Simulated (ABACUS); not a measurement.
A self-consistent single point of CsSnI3 (Pm-3m, 5 atoms in the cell; from Materials Project mp-614013, changed as shown).

```yaml
crystal:
  lattice:
    - [6.16050, 0.00000, 0.00000]
    - [0.00000, 6.16050, 0.00000]
    - [0.00000, 0.00000, 6.16050]
  atoms:
    - { symbol: Cs, position: [0.50000, 0.50000, 0.50000] }
    - { symbol: Sn, position: [0.00000, 0.00000, 0.00000] }
    - { symbol: I, position: [0.50000, 0.00000, 0.00000] }
    - { symbol: I, position: [0.00000, 0.50000, 0.00000] }
    - { symbol: I, position: [0.00000, 0.00000, 0.50000] }
```

All values come from this method and carry its errors: PBE, numerical atomic orbitals DZP (confined pseudo-atomic orbitals with Gaussian additions; energy shift 0.01 Ry), PseudoDojo 0.5 standard norm-conserving PBE (tails mended) pseudopotentials in ABACUS.

ABACUS settings:

basis: DZP numerical atomic orbitals, energy shift 0.01 Ry
KPT: Gamma 4 4 4 0 0 0
basis_type: lcao
ecutwfc: 100 Ry
smearing_method: fd
smearing_sigma: 0.00146997 Ry
potentials: PseudoDojo 0.5 standard norm-conserving PBE (tails mended)
symmetry: 1
symmetry_prec: 1e-05
ks_solver: genelpa
scf_nmax: 100
scf_thr: 1.0e-07
mixing_type: broyden
mixing_beta: 0.7

### Question
Estimate, at this level of theory: gap on the k-point mesh and pressure.

### Answer
The run gave:

* **Gap on the k-point mesh**: 0.16 eV
* **Pressure**: 0.21 GPa

Gaps are taken between levels on the mesh.

For comparison: a first run was changed to give this one (lattice scaled by 0.98), and from it to this one the free energy goes down by 7.6 meV/atom, the pressure goes from -0.98 to 0.21 GPa and the gap on the mesh goes from 0.416 to 0.156 eV.

Spin-orbit coupling is left out, which matters for bands and gaps with elements this heavy. The atom-centred basis is finite, which shifts total energies, pressures and gaps against plane waves. The structure comes from a collection of computed structures, made at another level of theory; the collection holds predicted forms beside known ones.

Cost on one core: roughly 28 core-seconds.

The atomic orbitals were generated for these runs; they are not ABACUS's published sets and were checked against plane waves on a few crystals only.

“Tails mended”: in these copies of the files the far tail of each local potential was reset to the Coulomb form.
